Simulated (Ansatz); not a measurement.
PbS:
```yaml
crystal:
  lattice:
    - [0.00000, 3.27158, 3.27158]
    - [3.27158, 0.00000, 3.27158]
    - [3.27158, 3.27158, 0.00000]
  atoms:
    - { symbol: S, position: [0.25000, 0.25000, 0.25000] }
    - { symbol: Pb, position: [0.00000, 0.00000, 0.00000] }
```

Relaxed with PBEsol. Special points in fractions of this cell's reciprocal vectors: Γ (0.000, 0.000, 0.000); X (0.500, 0.000, 0.500); U (0.625, 0.250, 0.625); K (0.375, 0.375, 0.750); L (0.500, 0.500, 0.500); W (0.500, 0.250, 0.750).

### Question
List the band energies nearest the valence-band maximum at these points for plane-wave PAW PBEsol (Ansatz code).

### Answer
In eV from the valence-band maximum; about four levels below and three above (degenerate sets whole), none deeper than 8.9 eV; points with the same levels are listed once.

| k | below | above |
|---|---|---|
| Γ | -5.92 -1.83 -1.83 -1.83 | 2.41 2.41 2.41 |
| X | -8.25 -3.09 -3.09 -0.52 | 0.63 5.15 5.15 |
| U | -8.20 -3.56 -2.88 -0.38 | 1.74 4.19 4.46 |
| L | -7.84 -2.36 -2.36 -2.03 | 3.13 3.13 3.58 |
| W | -8.23 -3.37 -3.33 0.00 | 2.56 2.63 4.99 |

Space group F-43m (zinc blende). The start of the workflow was typed in or built on a structure type; neither database checked (COD, Materials Project) lists it. It is not the phase usual at ambient conditions (space group No. 225). The cell was relaxed with PBEsol under the symmetry of its start. At this level the phase is mechanically unstable. Spin–orbit coupling is left out wherever it is not named.

Potentials: the earlier of the program's two PAW sets. The files were generated under PBE; for other functionals the program regenerates the frozen cores, and for LDA and PBEsol the local potential too.
